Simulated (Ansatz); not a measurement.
GeW (CsCl type), DFT, PBE, all-electron LAPW, scalar-relativistic (Ansatz 0.2.0), on 1 thread of Arm Neoverse V2 (shared host).

Command: `ansatz run input.yaml --threads 1 --pin off --max-ram 2048MiB --backend cpu --events-out ev --progress --plain --runs-dir out`

```yaml
crystal:
  lattice:
    - [3.0815158092, 0.0, 0.0]
    - [0.0, 3.0815158092, 0.0]
    - [0.0, 0.0, 3.0815158092]
  atoms:
    - { symbol: W, position: [0.0, 0.0, 0.0] }
    - { symbol: Ge, position: [0.5, 0.5, 0.5] }
kpoints:
  mp_grid: { grid: [14, 14, 14] }
scf:
  occupations: { method: fermi_dirac, width: 0.05 }
hamiltonian:
  xc: pbe
  pseudopotentials: { kind: all_electron, lapw: { basis_error: 0.001 } }
output:
  forces: true
  stress: true
  eigenvalues: true
  populations: true
```

Q: How large is the problem that the program sets up?

A: 120 irreducible k-points, 305 plane waves at Γ, 40 bands.

Q: About how long does it take, and how much memory?

A: 41 s of wall time for 10 SCF iterations, with a peak of 0.58 GiB. Times on shared machines scatter by tens of per cent.
